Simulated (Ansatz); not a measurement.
The relaxed structure here is a generated cell of SnTe: the first start was made by placing the elements on the sites of a structure type, and the end was not matched to a known phase here, so it may be hypothetical. Known forms of SnTe include space group No. 225.

One stationary structure of SnTe. Space group P3m1 (No. 156). Method: PBE (plane waves to 420 eV, PAW, scalar-relativistic; Ansatz, a program for electronic structure).

Space group P3m1 (No. 156); a = b = 4.284 Å, c = 4.696 Å, α = β = 90.00°, γ = 120.00°

| atom | site | symmetry | x | y | z |
|---|---|---|---|---|---|
| Sn | 1a | 3m. | 0.0000 | 0.0000 | 0.9120 |
| Te | 1c | 3m. | 0.6667 | 0.3333 | 0.5537 |

- Volume per atom: 37.31 Å³
- Band gap: zero (metallic)
- Shortest distances: Sn–Te 2.99 Å
- k-mesh: 9×9×7

Band energies at high-symmetry points (eV from the Fermi level; labels of this space group; no spin-orbit coupling), from −5 eV up to 2.0 eV:

```json
[
 {"point": "Γ", "energies": "-2.50 -1.45 -1.45 1.87"},
 {"point": "M", "energies": "-2.62 -2.61 -1.48 0.88 1.52"},
 {"point": "K", "energies": "-4.19 -1.96 -0.84 1.42 1.96"},
 {"point": "A", "energies": "-1.15 -1.15 0.02 0.99"},
 {"point": "L", "energies": "-4.28 -2.99 -2.14 1.28 1.89"},
 {"point": "H", "energies": "-3.71 -3.59 -3.15 -0.12"}
]
```

No spin polarisation in the result.

It was reached from a disturbed copy of a P-6m2 (No. 187) cell (AFLOW prototype AB_hP2_187_d_a (B_h, as in WC)), against which it lies -0.05 eV/atom.
